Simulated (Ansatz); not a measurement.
LaN:
```xyz
8
Lattice="10.6063 0.0000 0.0000 0.0000 3.7554 0.0000 0.0000 0.0000 3.7539" Properties=species:S:1:pos:R:3 pbc="T T T"
La     1.3210     0.9389     0.9711
La     3.9821     2.8166     2.8480
La     9.2853     2.8166     2.7828
La     6.6242     0.9389     0.9058
N      9.3014     0.9389     1.0129
N      6.6081     2.8166     2.8898
N      1.3049     2.8166     2.7410
N      3.9983     0.9389     0.8641
```

r²SCAN (plane waves, PAW; program Ansatz) gives a gap of 0.28 eV without spin–orbit coupling, maximum at Γ, minimum at T.

Task: What happens when spin–orbit coupling is switched on?

Result: The gap shrinks by 0.07 eV, to 0.21 eV; maximum at Γ, minimum at T.

Task: Give the hole effective mass with spin–orbit coupling.

Result: 0.33, 1.1, 1.2 mₑ (principal values).

Space group Pnma. The start of the workflow was typed in or built on a structure type; neither database checked (COD, Materials Project) lists it. COD files the formula under space group No. 225. Whether it is the stable phase at ambient conditions was not checked. Symmetry was held in the r²SCAN relaxation; whether a distortion lowers the energy is not shown.

Potentials: the earlier of the program's two PAW sets.
